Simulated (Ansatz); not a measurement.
Eu and La sharing the Eu sites of EuSi3Rh

All numbers are calculated (PBEsol, collinear spin where a start has a moment, no spin-orbit coupling; Ansatz, PAW set soft_2, 420 eV, k-mesh 4×4×4), not measured.

End member EuSi3Rh, relaxed:

```cif
data_structure
_symmetry_space_group_name_H-M 'I4mm'
_symmetry_Int_Tables_number 107
_cell_length_a 4.1634
_cell_length_b 4.1634
_cell_length_c 9.8158
_cell_angle_alpha 90.000
_cell_angle_beta 90.000
_cell_angle_gamma 90.000
_cell_volume 170.15
loop_
_atom_site_label
_atom_site_type_symbol
_atom_site_symmetry_multiplicity
_atom_site_Wyckoff_symbol
_atom_site_fract_x
_atom_site_fract_y
_atom_site_fract_z
_atom_site_occupancy
Eu1 Eu 2 a 0.00000 0.00000 0.00068 1
Rh1 Rh 2 a 0.50000 0.50000 0.15419 1
Si1 Si 2 a 0.00000 0.00000 0.41592 1
Si2 Si 4 b 0.50000 0.00000 0.26361 1
```

The end members, relaxed in this structure: Eu: 17.01 Å³ an atom; La: 17.60 Å³ an atom. The 5 Eu sites of a small cell are then shared in one or more ways, and cell and atoms relax.

```csv
sites taken,mixing energy (meV a mixed site),volume (Å³ an atom),volume over the mean of the ends (%),moment (μB)
"4 Eu, 1 La",-7.1,17.14,0.1,26.6
"1 Eu, 4 La",-8.0,17.50,0.1,6.7
"3 Eu, 2 La",-10,17.26,0.1,19.9
```

Mixing costs or gains less than 20 meV a site, which is within the noise of k mesh and relaxation, so the sign isn't settled. Ideal mixing entropy is worth up to 18 meV a site at 300 K and 60 meV at 1000 K, so the crystal should mix when hot.

One relaxed mixed cell (LaEu4Si15Rh5):

```
mixed
1.0
    -2.0894    6.2682   -4.9083
    -6.2687   -2.0894    4.9085
     6.2685    2.0894    4.9082
Eu La Rh Si
4 1 5 15
Direct
  0.9999 0.0011 0.0013
  0.7997 0.6011 0.2012
  0.3997 0.8010 0.6013
  0.5999 0.2011 0.4014
  0.1998 0.4021 0.8024
  0.0001 0.6551 0.6553
  0.7998 0.2550 0.8549
  0.3994 0.4547 0.2550
  0.5998 0.8547 0.0553
  0.1998 0.0548 0.4550
  0.1998 0.8161 0.2163
  0.9979 0.4166 0.4137
  0.6029 0.6185 0.8168
  0.7967 0.0134 0.6156
  0.4017 0.2154 0.0187
  0.8994 0.0630 0.3629
  0.6998 0.6631 0.5634
  0.3006 0.8660 0.9644
  0.5001 0.2630 0.7636
  0.0989 0.4633 0.1654
  0.3001 0.3634 0.4632
  0.0995 0.9627 0.6633
  0.6998 0.1631 0.0634
  0.8979 0.5642 0.8636
  0.5016 0.7652 0.2662
```

Caveats: 4f shell without a U, which puts 4f levels too near the Fermi level; open f or d shells may hold a state above the lowest; a small cell repeats its arrangement periodically, so this isn't a truly random crystal; the end members kept the symmetry of the structure while the mixed cells were free to distort, which can lower these; an end member made by putting another element on the site need not exist, and other phases weren't compared.
